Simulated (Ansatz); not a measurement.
LaN:
```yaml
crystal:
  lattice:
    - [10.60635, 0.00000, 0.00000]
    - [0.00000, 3.75542, 0.00000]
    - [0.00000, 0.00000, 3.75390]
  atoms:
    - { symbol: La, position: [0.12455, 0.25000, 0.25869] }
    - { symbol: La, position: [0.37545, 0.75000, 0.75869] }
    - { symbol: La, position: [0.87545, 0.75000, 0.74131] }
    - { symbol: La, position: [0.62455, 0.25000, 0.24131] }
    - { symbol: N, position: [0.87697, 0.25000, 0.26982] }
    - { symbol: N, position: [0.62303, 0.75000, 0.76982] }
    - { symbol: N, position: [0.12303, 0.75000, 0.73018] }
    - { symbol: N, position: [0.37697, 0.25000, 0.23018] }
```

Relaxed with r²SCAN.

**Question.** Map the valence electron density (e/Å³), cut off at 2 on the plane through (0.125, 0.250, 0.259) spanned by u = [0, 1, 0] and v = [0, 0, 1] in lattice vectors, from r²SCAN in the plane-wave PAW code Ansatz.

**Answer.** x is the fraction of u, y of v (the angle between them is 90°; rows are the nearest grid lines); atoms in the plane: La at (0.00, 0.00), N at (0.50, 0.47).
```
|98886310000001368889|
|88886310000001368888|
|88875210000001257888|
|88753100000000135788|
|66532100000000123566|
|33221001111110012233|
|11100012233221000111|
|00000123577532100000|
|00000136999963100000|
|00001249999994210000|
|00001259999995210000|
|00001249999994210000|
|00001137999973110000|
|11111124688642111111|
|33221112333321112233|
|66532111111111123566|
|88753210000001235788|
|88875210000001257888|
|88886310000001368888|
|98886310000001368889|
```
Scale: ten equal steps from 0.076 (start of '0') to 2.00 (end of '9'), in the order '0123456789'; x runs from 0.000 to 1.00, y from 0.000 (bottom) to 1.00 (top).

The density is the valence pseudo-density with augmentation charge, so density and ELF within about 1 Å of a nucleus are not all-electron values.

Space group Pnma. The start of the workflow was typed in or built on a structure type; neither database checked (COD, Materials Project) lists it. COD files the formula under space group No. 225. Whether it is the stable phase at ambient conditions was not checked. The cell was relaxed with r²SCAN under the symmetry of its start; whether a distortion lowers the energy is not shown. Scalar-relativistic: spin–orbit coupling is off unless named, which matters more the heavier the elements.

Potentials: the earlier of the program's two PAW sets.
